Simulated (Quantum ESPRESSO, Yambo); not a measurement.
G0W0 results for AgCl at -1 % biaxial strain

```xyz
4
Lattice="1.8287 -5.3783 0.0000 1.8287 5.3783 0.0000 0.0000 0.0000 3.8948" Properties=species:S:1:pos:R:3 pbc="T T T"
Cl     1.8287    -3.9200     0.9737
Cl     1.8287     3.9200     2.9211
Ag     1.8287     1.0885     2.9211
Ag     1.8287    -1.0885     0.9737
```

The PBEsol cell relaxed from Materials Project entry mp-570858 was given a biaxial strain of -1 % along x and y, z relaxed, and the atoms were relaxed again.

Starting point: norm-conserving PBEsol (Quantum ESPRESSO, 82 Ry, scalar-relativistic). G0W0 in Yambo: 4×4×4 Γ-centred k mesh, bands 9 to 99 and a 6 Ry block in the screening, 99 bands in G with the Bruneval-Gonze terminator, plasmon pole fitted at 27.2 eV.

```json
{
 "PBEsol gap along the band path": "0.35 eV",
 "PBEsol gap between the mesh's edge points ((0.25, 0.25, 0) → Γ)": "0.35 eV",
 "G0W0 gap between the same points": "1.74 eV",
 "PBEsol smallest direct gap on the mesh (at Γ)": "1.83 eV",
 "G0W0 direct gap at that point": "3.33 eV"
}
```

```tsv
k point	band	E PBEsol (eV)	E QP (eV)	shift (eV)	Z
Γ	VB	-1.48	-2.39	-0.91	0.79
Γ	CB	0.35	0.94	0.59	0.82
(0, -0.5, -0.5)	VB	-1.55	-2.42	-0.87	0.79
(0, -0.5, -0.5)	CB	2.78	3.56	0.78	0.82
(0.25, 0.25, 0)	VB	0.00	-0.80	-0.80	0.80
(0.25, 0.25, 0)	CB	2.83	3.44	0.62	0.82
```

Energies count from the PBEsol valence-band maximum.

Convergence of the G0W0 settings was not tested.

Spin-orbit splittings are left out.

This is not the ordinary phase of the substance; no match was found in the copy of COD used, and its stability was not checked.
